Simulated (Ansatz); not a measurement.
Cu Kα1 powder pattern (kinematic, no thermal factors).
```json
{"2θ (°)": "19.38", "relative intensity": "16"}
{"2θ (°)": "24.63", "relative intensity": "31"}
{"2θ (°)": "31.53", "relative intensity": "100"}
{"2θ (°)": "36.17", "relative intensity": "89"}
{"2θ (°)": "39.34", "relative intensity": "67"}
{"2θ (°)": "42.35", "relative intensity": "81"}
{"2θ (°)": "46.97", "relative intensity": "2"}
{"2θ (°)": "50.51", "relative intensity": "23"}
{"2θ (°)": "51.30", "relative intensity": "32"}
{"2θ (°)": "52.88", "relative intensity": "6"}
{"2θ (°)": "54.50", "relative intensity": "22"}
{"2θ (°)": "54.60", "relative intensity": "2"}
{"2θ (°)": "59.17", "relative intensity": "19"}
{"2θ (°)": "60.65", "relative intensity": "16"}
{"2θ (°)": "65.83", "relative intensity": "29"}
{"2θ (°)": "66.50", "relative intensity": "12"}
{"2θ (°)": "71.33", "relative intensity": "2"}
{"2θ (°)": "72.70", "relative intensity": "4"}
{"2θ (°)": "74.86", "relative intensity": "10"}
{"2θ (°)": "76.07", "relative intensity": "22"}
{"2θ (°)": "76.15", "relative intensity": "4"}
{"2θ (°)": "76.75", "relative intensity": "4"}
{"2θ (°)": "79.57", "relative intensity": "1"}
{"2θ (°)": "80.07", "relative intensity": "25"}
{"2θ (°)": "82.75", "relative intensity": "14"}
{"2θ (°)": "82.86", "relative intensity": "6"}
{"2θ (°)": "83.37", "relative intensity": "3"}
{"2θ (°)": "86.63", "relative intensity": "16"}
{"2θ (°)": "88.01", "relative intensity": "6"}
{"2θ (°)": "89.37", "relative intensity": "10"}
{"2θ (°)": "89.86", "relative intensity": "5"}
```

The pattern is computed from a structure relaxed with Ansatz, DFT PBE, scalar-relativistic, plane waves, PAW. No spin polarisation. Its elements are As, Zr.

Q: Give the structure.

A: ZrAs3.
Space group P6_3/mcm (No. 193). a = 5.285 Å, b = 5.285 Å, c = 7.222 Å, α = 90.00°, β = 90.00°, γ = 120.00°
| atom | site | symmetry | x | y | z |
| --- | --- | --- | --- | --- | --- |
| Zr | 2b | -3.m | 0.0000 | 0.0000 | 0.0000 |
| As | 6g | m2m | 0.4029 | 0.0000 | 0.2500 |

A pattern alone doesn't exclude other cells with like lines; this is the one computed.

The structure comes from a generated guess; another structure or a mixture of phases may lie lower.
